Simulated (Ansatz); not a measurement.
Mg2Al3CrS8: Coordination and 33S quadrupole coupling

Cell: a computed structure from the Materials Project (it need not be an observed phase), atoms as given.

Space group R-3m:H (No. 166); a = 7.2177, c = 17.7781 Å, γ = 120.00°.

| site | Wyckoff | site symmetry | x | y | z |
| --- | --- | --- | --- | --- | --- |
| Mg | 6c | 3m | 0.0000 | 0.0000 | 0.8745 |
| Al | 9e | .2/m | 0.6667 | 0.8333 | 0.3333 |
| Cr | 3b | -3m | 0.0000 | 0.0000 | 0.5000 |
| S7 | 18h | .m | 0.7001 | 0.8500 | 0.5873 |
| S9 | 6c | 3m | 0.0000 | 0.0000 | 0.2618 |

One atom of each set is listed; the run and its k-mesh use a cell of 14 atoms with edges of 7.24, 7.24, 7.24 Å.

Computed with Ansatz: DFT, LDA, plane waves and PAW, scalar-relativistic, collinear spin, 420 eV cutoff, Γ-centred 5×5×5 k-points, Fermi–Dirac smearing 0.02 eV. Start moments as typed (μB): 3 on each Cr, none on the rest.

Q(33S) = -69.40 mb.

(1) Rank these S sites by |C_Q|, smallest first.
A. S9: 1 Mg at 2.42 Å, 3 Al at 2.44 Å
B. S7: 1 Cr at 2.43 Å, 1 Mg at 2.43 Å, 2 Al at 2.44 Å

Answers

(1) A (2.05 MHz, η = 0.00), B (2.85 MHz, η = 0.86).

An axis of threefold or higher order runs through S9, so V_zz lies along it and η is zero. Like point charges on the first shell alone (each adding as 1/d³) would put S9 above S7: the kind of neighbour, the covalent part of each bond and the atoms beyond the first shell count as well.

At this cell the principal stresses reach 5 GPa in size with LDA, which can matter for small gradients. The largest force is 0.3 eV/Å, so the atoms aren't at the calculated equilibrium and relaxing them would move these values. All moments are parallel here, as the start or the cell imposes; many such compounds order antiparallel, where fields and spin densities carried over to other atoms largely cancel. The magnetic order is the one that the run reached from its start moments, not necessarily the measured one.
